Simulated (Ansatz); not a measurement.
## Fields on a plane of ZnS (wurtzite)

```xyz
4
Lattice="3.7822 0.0000 0.0000 -1.8911 3.2754 0.0000 0.0000 0.0000 6.2077" Properties=species:S:1:pos:R:3 pbc="T T T"
Zn     1.8911     1.0918     6.2056
Zn     0.0000     2.1836     3.1018
S      1.8911     1.0918     3.8830
S      0.0000     2.1836     0.7792
```

The slice is a (0001) plane (indices of the conventional cell) through the point (0.333, 0.667, 0.500) (fractional), spanned by u = [110] and v = [1 -1 0] in vectors of this cell: u (3.78 Å) and v (6.55 Å, at 90° to u). It covers one period; positions are fractions (u, v).

Atoms on it: Zn at (0.00, 0.00); Zn at (0.50, 0.50). Other atoms lie within 1 Å of the plane.

Method: PBEsol (plane waves to 420 eV, PAW, scalar-relativistic; Ansatz, an electronic-structure program). k mesh 10×10×6. Near the nuclei the fields are pseudised (PAW); where an atom keeps semicore shells as valence, they peak there. ZnS was relaxed with its symmetry unable to fall.

```
|xxxxx3544453xxxx|
|xxxx0220x0220xxx|
|xxxx21xxxxx12xxx|
|xx0330xxxxx0330x|
|345651xxxxx15654|
|777762xxxxx26777|
|9998751xxx157899|
|9999864212468999|
|9998764222467899|
|9998630xxx036899|
|99874xxxxxxx4789|
|99850xxxxxxx0589|
|8874xxxxxxxxx478|
|7763xxxxxxxxx367|
|4453xxxxxxxxx354|
|x0220xxxxxxx0220|
|xxx12xxxxxxx21xx|
|xxx0330xxx0330xx|
|xxx15654345651xx|
|xxx26777777762xx|
|xx1578999998751x|
|1246899999998642|
|2246789999987642|
|xx0368999998630x|
|xxxx478999874xxx|
|xxxx058999850xxx|
|xxxxx4788874xxxx|
|xxxxx3677763xxxx|
```
Scale: ten equal steps from -0.21 (start of '0') to 7.26 (end of '9'), in the order '0123456789'. Values: electrostatic potential energy of an electron, from the cell's mean, in eV. The map has 16 points along u (one character each, u = 0 at the left) and 28 along v (v = 0 in the bottom row). Points within 1 Å of a nucleus are blanked (x), as the pseudised field means little there. The zero, the cell's mean, hangs on the PAW cores.

| v \ u | 0.00 | 0.12 | 0.25 | 0.38 | 0.50 | 0.62 | 0.75 | 0.88 |
|---|---|---|---|---|---|---|---|---|
| 0.96 | x | 0.04 | 0.20 | 0.62 | 0.72 | 0.62 | 0.20 | 0.04 |
| 0.86 | 0.19 | 0.18 | 0.60 | 0.83 | 0.80 | 0.83 | 0.60 | 0.18 |
| 0.75 | 0.07 | 0.17 | 0.56 | 0.78 | 0.83 | 0.78 | 0.56 | 0.17 |
| 0.64 | 0.02 | 0.06 | 0.18 | 0.20 | 0.20 | 0.20 | 0.18 | 0.06 |
| 0.54 | 0.33 | 0.25 | 0.18 | 0.04 | x | 0.04 | 0.18 | 0.25 |
| 0.43 | 0.80 | 0.76 | 0.26 | 0.11 | x | 0.11 | 0.26 | 0.76 |
| 0.32 | 0.79 | 0.82 | 0.66 | 0.21 | 0.16 | 0.21 | 0.66 | 0.82 |
| 0.21 | 0.76 | 0.68 | 0.42 | 0.11 | 0.03 | 0.11 | 0.42 | 0.68 |
| 0.11 | 0.12 | 0.18 | 0.16 | 0.08 | 0.05 | 0.08 | 0.16 | 0.18 |
| 0.00 | x | x | 0.19 | 0.42 | 0.56 | 0.42 | 0.19 | x |

Values: electron localisation function (ELF). Points within 0.5 Å of a nucleus are blanked (x), as the pseudised field means little there.
